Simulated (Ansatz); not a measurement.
AlAs:
```xyz
2
Lattice="0.0000 2.8373 2.8373 2.8373 0.0000 2.8373 2.8373 2.8373 0.0000" Properties=species:S:1:pos:R:3 pbc="T T T"
As     4.2559     4.2559     4.2559
Al     0.0000     0.0000     0.0000
```

Relaxed with PBEsol.

Give the Bader charges and basin volumes of the independent atoms, PBEsol (plane waves, PAW; program Ansatz).



```
atom  Bader charge (e)  Bader volume (Å³)
----  ----------------  -----------------
As1              -1.96               37.5
Al2              +1.96                8.2
```

Space group F-43m (zinc blende). Symmetry was held in the PBEsol relaxation.

Potentials: the later of the program's two PAW sets.
